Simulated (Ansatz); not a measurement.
**K₂Pt: energy along a strain**

K₂Pt, Fm-3m, a = 7.548 Å. The structure is a Materials Project entry; whether it is the stable form wasn't checked. Ansatz: r2SCAN, PAW, 500 eV, Γ-centred 6×6×6 mesh on 3 atoms, Gaussian smearing 0.05 eV; no spin polarisation. Cell vectors (Å): 0.000 3.774 3.774; 3.774 0.000 3.774; 3.774 3.774 0.000. The cell is strained by x per cent times the pattern (0 0 0 1 0 0) in the order xx yy zz yz xz xy (engineering shears), with fractional coordinates held. y is the free energy over the start, V0 = 35.832 Å³/atom. Symmetry makes y even in x.

| x (%) | y (meV/atom) |
| --- | --- |
| -2.00 | ? |
| -1.00 | 0.10 |
| 0.00 | 0.00 |
| 0.50 | 0.03 |
| 1.50 | 0.24 |
| 1.75 | 0.32 |

**Question.** Fit y = c2 x² + c4 x⁴ to the other rows, get the stiffness along the pattern, and predict the missing energy.

**Answer.** Least squares on the rows shown. y = 0.1047 x² + 0.0001189 x⁴. The clamped-ion stiffness p·C·p = 2 × 1.047 eV × 160.2 / 35.832 Å³ = 9.4 GPa, which is C44 in these axes. With a term in x⁶ added, the coefficient of x² becomes 0.09582, 8 % less, which shows how far this figure hangs on the form. At x = -2.00 the fit asked for gives 0.42 meV/atom. The run gave 0.42 meV/atom, the same to the digits shown.

Spin–orbit coupling is left out, which can shift energies with elements as heavy as these.